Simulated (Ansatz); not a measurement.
**Contact hyperfine fields in Co under strain**

Cell: a structure deposited in the COD, relaxed with PBE at fixed cell and then changed (z compressed by 2 %, ions relaxed).

```
Co
1.0
     2.50540    0.00000    0.00000
    -1.25270    2.16974    0.00000
     0.00000    0.00000    4.00751
Co
2
Cartesian
  0.0000 1.4465 1.0019
  1.2527 0.7232 3.0056
```

Sites (sets of like atoms) are named by element and the number of their first atom in this list.

Level of theory: DFT, PBE, plane waves and PAW, scalar-relativistic, collinear spin, 420 eV cutoff, Γ-centred 21×21×11 k-points, Fermi–Dirac smearing 0.05 eV (Ansatz 0.2.0). Start moments as typed (μB): 2 on each Co.

B_c = (2μ₀/3)μB(ρ↑ − ρ↓), with the spin density averaged over the Thomson radius around the nucleus, 7.77 T per e/Å³, positive along the up direction of the run. The valence column is what the valence and semicore waves of the PAW files give as listed; the rest comes from solving these waves and the inner shells again in each spin's potential.

Question: What moments and contact fields does each site carry?

Answer: The cell's net moment is 3.22 μB; the site moments, counted in spheres around the atoms, add up to 3.38 μB, and the difference lies between the spheres. One atom of each set is listed.

```
site  atom  m (μB)  B_c (T)  valence column (T)  rest (T)
  Co     1    1.69    -26.4                 8.0     -34.3
```

On Co the field amounts to -15.6 T per μB of the site's moment: core polarisation sets it against the moment.

The run finds no gap above 0.1 eV, so moments and fields hang on the k-mesh and the smearing. Semilocal functionals underestimate the core's part of the field; in a metal the conduction electrons' part and a positive orbital field can offset that, so a measured field can be larger or smaller. Orbital and dipolar fields are left out.
